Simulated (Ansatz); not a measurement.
Ansatz input

```yaml
crystal:
  lattice:
    - [2.4724510763, 0.0, 0.0]
    - [0.0, 2.4724510763, 0.0]
    - [0.0, 0.0, 2.4724510763]
  atoms:
    - { symbol: V, position: [0.0, 0.0, 0.0] }
hamiltonian:
  xc: lda
  pseudopotentials:
    kind: paw
    azcp:
      V: "pseudopotentials/V.paw.azcp"
basis:
  ecutwfc: 420
  fft_grid_basis: typed
kpoints:
  mp_grid: { grid: [15, 15, 15], shift: [0, 0, 0] }
magnetization:
  spin_polarized: false
scf:
  occupations: { method: fermi_dirac, width: 0.1 }
  lower_state_search: "off"
output:
  stress: true
  write_density: true
  write_potential: true
  elf: true
  volumetric_format: npy
```

and its output:

```
Warning: the record states the generating functional pbe (its physics header spells it `PBE`), which answers neither for hamiltonian.xc's functional nor for the lda family's — results may be inconsistent (PPs are generated against a specific XC)
Engine: ansatz 0.2.0, aarch64-unknown-linux-gnu
Pseudopotentials: kind: paw
Pseudopotential: V, paw, valence charge 13, recommended cutoff 420 eV (normal) 
Functional definition: SPW92
  exchange = slater_x
  correlation = pw_c
Crystal: 1 atoms, lattice volume = 15.114 Å³
Basis set: ecut = 420 eV, 305 PW (Γ)
Bands: 11, of which v1, the nominal top of the filled ones, is band 7 counted from 1 (6 counted from 0)
Symmetry: 48 space group operations
Space group: Pm-3m (ITA 221), of the structure as read, at distance tolerance 2.5e-5 Å
k-points: 120 of 3375
Non-local potential: V, projectors of the file, l = 0: 3, l = 1: 2, l = 2: 3, l = 3: 1
PAW form: soft (Blöchl's): semilocal exchange-correlation on the pseudo side does not see the compensation charge
PAW frozen core: V, regenerated for the run's functional, and the local potential with it (the file was generated under x = pbe(κ = 0.804, μ = 0.2195149727645171), c = pbe(β = 0.06672455060314922))
PAW one-centre angular grid: V, 590 points (default); XC on 64 Gauss nodes
Initial density: superposition of atomic densities (neutral atoms: chi_scale 0, normalization atom), corrected by the library's trained network
Initial wavefunctions: pseudopotential atomic-orbital guess
Functional: x = slater, c = lda
SCF iter   1: F=—  HF=-2859.541259 eV  |F-HF|=—  |Δ(HF+E_count)|=         —  Δρ=5.73e-3  dr2=3.82e-3  ethr=1.77e-3  ⟨swp⟩=4.0  Hψ=6562  notcnv=0
SCF iter   2: F=—  HF=-2859.540526 eV  |F-HF|=—  |Δ(HF+E_count)|=   7.33e-4  Δρ=3.70e-3  dr2=1.54e-3  ethr=2.94e-5  ⟨swp⟩=1.0  Hψ=2280  notcnv=0
SCF iter   3: F=—  HF=-2859.540198 eV  |F-HF|=—  |Δ(HF+E_count)|=   3.29e-4  Δρ=1.27e-3  dr2=2.15e-4  ethr=1.18e-5  ⟨swp⟩=2.0  Hψ=2064  notcnv=0
SCF iter   4: F=—  HF=-2859.540126 eV  |F-HF|=—  |Δ(HF+E_count)|=   7.14e-5  Δρ=2.90e-4  dr2=6.80e-6  ethr=1.65e-6  ⟨swp⟩=3.0  Hψ=2191  notcnv=0
SCF iter   5: F=—  HF=-2859.540126 eV  |F-HF|=—  |Δ(HF+E_count)|=   1.34e-7  Δρ=8.71e-5  dr2=8.49e-7  ethr=5.23e-8  ⟨swp⟩=2.0  Hψ=1602  notcnv=0
SCF iter   6: F=-2859.540126 eV  HF=-2859.540126 eV  |F-HF|=4.27e-11  |Δ(HF+E_count)|=   5.24e-8  Δρ=4.78e-6  dr2=1.34e-9  ethr=7.69e-10  ⟨swp⟩=5.0  Hψ=6588  notcnv=0
SCF 1 converged in 6 iterations: F = -2859.540126 eV  dr2 = 1.34e-9
SCF converged after 6 iterations
Free energy (F): -2859.540126 eV
Harris-Foulkes:  -2859.540126 eV  (|F-HF|=4.27e-11)
Internal energy: -2859.484424 eV  (E = F + TS)
E sigma→0 (E₀):  -2859.512275 eV
Entropy (-TS):   -0.055702 eV (-55.702 meV/atom)
Fermi energy:    14.237368 eV
--- Per-component energies (eV) ---
  E_band       = -172.397144
  E_kinetic    = 335.590571
  E_local      = -1033.613067  (includes V_loc(G=0)·N_el)
  E_nonlocal   = -38.436954
  E_hartree    = 464.119102
  E_xc         = -128.351430
  E_vxc        = -163.596947  (∫ρ·V_xc dr)
  E_paw        = -1062.816746  (= ΣΔE_a)
  E_vpaw       = -200.580416  (= ΣTr[D̂ρ^β])
  E_aug_tail   = 0.000250  (compensation charges beyond the density's cutoff)
  E_ewald      = -1396.322301
  E_core_change = 0.346150  (= ΣΔE_core)
  E_smearing   = -0.055702  (= −TS)
  E_closure    = -0.000000  (closes the sum)
  Σ components = -2859.540126   (vs F -2859.540126, Δ=0.00e0)
--- Stress (GPa, compression-positive) ---
      -14.120083      -0.000000       0.000000
        0.000000     -14.120083       0.000000
        0.000000       0.000000     -14.120083
  P = ⅓ Tr σ = -14.1201 GPa (-141.201 kbar)
--- Band table (eV; the first three rows and the last of 120) ---
  k-point 0: bands = ["-49.0134", "-22.6200", "-22.6200", "-22.6200", "8.0298", "12.2034", "12.2034", "17.5927", "17.5927", "17.5927", "32.1344"]
  k-point 1: bands = ["-49.0069", "-22.6646", "-22.6162", "-22.6162", "8.1589", "12.2330", "12.2986", "17.4948", "17.4948", "17.6003", "31.0500"]
  k-point 2: bands = ["-48.9883", "-22.7897", "-22.6055", "-22.6055", "8.5324", "12.3174", "12.5723", "17.2270", "17.2270", "17.6213", "29.0237"]
  k-point 119: bands = ["-48.5765", "-23.3223", "-23.3207", "-23.3207", "12.3427", "12.4152", "12.4152", "18.8619", "18.8619", "24.8502", "26.5723"]
```
